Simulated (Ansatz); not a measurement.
YSi₂Ir₂:
```yaml
crystal:
  lattice:
    - [-2.03187, 2.03187, 4.96357]
    - [2.03187, -2.03187, 4.96357]
    - [2.03187, 2.03187, -4.96357]
  atoms:
    - { symbol: Y, position: [0.00000, 0.00000, 0.00000] }
    - { symbol: Si, position: [0.62237, 0.62237, 0.00000] }
    - { symbol: Si, position: [0.37763, 0.37763, 0.00000] }
    - { symbol: Ir, position: [0.75000, 0.25000, 0.50000] }
    - { symbol: Ir, position: [0.25000, 0.75000, 0.50000] }
```

Relaxed with r²SCAN. Special points in fractions of this cell's reciprocal vectors: Γ (0.000, 0.000, 0.000); X (0.000, 0.000, 0.500); P (0.250, 0.250, 0.250); N (0.000, 0.500, 0.000); M (0.500, 0.500, -0.500); S (0.292, 0.708, -0.292); S0 (-0.292, 0.292, 0.292); R (-0.084, 0.084, 0.500); G (0.500, 0.500, -0.084).

**Question.** List the band energies nearest the Fermi level at these points for r²SCAN (plane waves, PAW; program Ansatz).

**Answer.** In eV from the Fermi level; about four levels below and three above (degenerate sets whole), none deeper than 8.9 eV; points with the same levels are listed once.

| k | below | above |
|---|---|---|
| Γ | -1.31 -1.25 -1.25 -0.64 | 0.73 2.39 2.39 |
| X | -2.14 -2.00 -1.93 -1.71 | 1.03 1.27 3.66 |
| P | -1.98 -1.97 -1.97 -1.96 | 1.18 1.18 3.25 |
| N | -3.32 -2.57 -1.57 -0.04 | 1.92 2.28 3.16 |
| M | -1.25 -0.67 -0.67 -0.27 | 0.73 1.90 2.40 |
| S | -3.05 -3.04 -3.02 -0.23 | 0.14 0.80 2.71 |
| R | -2.60 -2.03 -1.70 -0.85 | 1.04 1.33 3.77 |

Space group I4/mmm. The first step of the workflow began from a Materials Project structure, measured or hypothetical; the Crystallography Open Database files this formula in space group No. 139, but the cells were not matched. Its standing as an ambient phase is unchecked. The cell was relaxed with r²SCAN under the symmetry of its start; whether a distortion lowers the energy is not shown. The run is not spin-polarised. Scalar-relativistic: spin–orbit coupling is off unless named, which matters more the heavier the elements.

Potentials: the later of the program's two PAW sets.
